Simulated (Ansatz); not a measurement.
The guess for BiC₄ was made by a generator: 5-, 6-connected net, elements by coordination (P-1, No. 2). Lengths were set from tabulated atomic sizes, so they are only a guess.

```yaml
crystal:
  lattice:
    - [3.23538, 0.00000, 0.00000]
    - [0.00681, 3.95678, 0.00000]
    - [1.61055, 1.30559, 4.65422]
  atoms:
    - { symbol: Bi, position: [0.50000, 0.00000, 0.50000] }
    - { symbol: C, position: [0.88885, 0.60728, 0.70806] }
    - { symbol: C, position: [0.29268, 0.20660, 0.88891] }
    - { symbol: C, position: [0.70732, 0.79340, 0.11109] }
    - { symbol: C, position: [0.11115, 0.39272, 0.29194] }
```

Computed with DFT PBE, scalar-relativistic, plane waves, PAW (Ansatz 0.2.0). Cutoff 420 eV, Gaussian smearing, Γ-centred meshes. Cell and atoms relax first on a coarse mesh and then on a finer one. In between, the cell is made exact in the group found at 0.06 Å. In metals the finer mesh still leaves noise of several meV/atom or more. The steps can't lower the symmetry of their start. No spin polarisation.

A guess keeps its type if space group and coordination stay and the shape of the cell changes little (axis ratios within about 15 %, angles within 6°); the volume may change.

Q: Will the relaxed cell still be of the starting type?

A: It doesn't keep its type. The symmetry goes from P-1 (No. 2) to Cmmm (No. 65). The volume per atom grows by 3.0 %, from 11.9 to 12.3 Å³. The shortest distance goes from 2.24 Å (Bi–C) to 1.50 Å (C–C). Counting neighbours within 15 % of an atom's shortest distance, the start has Bi 6, C 6 and the end Bi 6, C 3. In detail, at the end around Bi lie 4 C at 2.52 Å and 2 Bi at 2.84 Å; C has 3 C at 1.50–1.59 Å, 2 C at 2.18 Å and 1 Bi at 2.52 Å.

```cif
data_structure
_symmetry_space_group_name_H-M 'Cmmm'
_symmetry_Int_Tables_number 65
_cell_length_a 2.8394
_cell_length_b 9.1791
_cell_length_c 4.7074
_cell_angle_alpha 90.000
_cell_angle_beta 90.000
_cell_angle_gamma 90.000
_cell_volume 122.69
loop_
_atom_site_label
_atom_site_type_symbol
_atom_site_symmetry_multiplicity
_atom_site_Wyckoff_symbol
_atom_site_fract_x
_atom_site_fract_y
_atom_site_fract_z
_atom_site_occupancy
Bi1 Bi 2 d 0.00000 0.00000 0.50000 1
C1 C 8 n 0.00000 0.78867 0.84056 1
```

The last run used a 14×14×8 mesh (in the run's order of axes) for its 5-atom cell and Gaussian smearing of 0.10 eV. These runs have no spin–orbit coupling, which can matter for Bi. An odd number of electrons in the primitive cell allows no gap without spin; a larger cell or a magnetic state could open one. The cell is a metal run without spin; a magnetic state may lie lower. A structure relaxed within its symmetry needn't be a true minimum.
